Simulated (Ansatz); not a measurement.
Ge:
```
Ge
1.0
    0.00000     2.83598     2.83598
    2.83598     0.00000     2.83598
    2.83598     2.83598     0.00000
Ge
2
Direct
  0.00000   0.00000   0.00000
  0.25000   0.25000   0.25000
```

Relaxed with r²SCAN. Special points in fractions of this cell's reciprocal vectors: Γ (0.000, 0.000, 0.000); X (0.500, 0.000, 0.500); U (0.625, 0.250, 0.625); K (0.375, 0.375, 0.750); L (0.500, 0.500, 0.500); W (0.500, 0.250, 0.750).

Q: List the band energies nearest the valence-band maximum at these points for DFT-r²SCAN in the program Ansatz with PAW potentials.

A: In eV from the valence-band maximum; about four levels below and three above (degenerate sets whole), none deeper than 8.9 eV; points with the same levels are listed once.

| k | below | above |
|---|---|---|
| Γ | 0.00 0.00 0.00 | 0.37 2.72 2.72 2.72 |
| X | -3.20 -3.20 | 0.99 0.99 10.06 10.06 |
| U | -8.56 -4.45 -2.74 | 1.41 4.42 7.69 |
| L | -7.82 -1.47 -1.47 | 0.44 4.00 4.00 |
| W | -4.02 -4.02 | 4.67 4.67 5.06 5.06 |

Space group Fd-3m (diamond). Symmetry was held in the r²SCAN relaxation; phonons on a q-mesh show no instability. Scalar-relativistic: spin–orbit coupling is off unless named, which matters more the heavier the elements.

Potentials: the earlier of the program's two PAW sets.
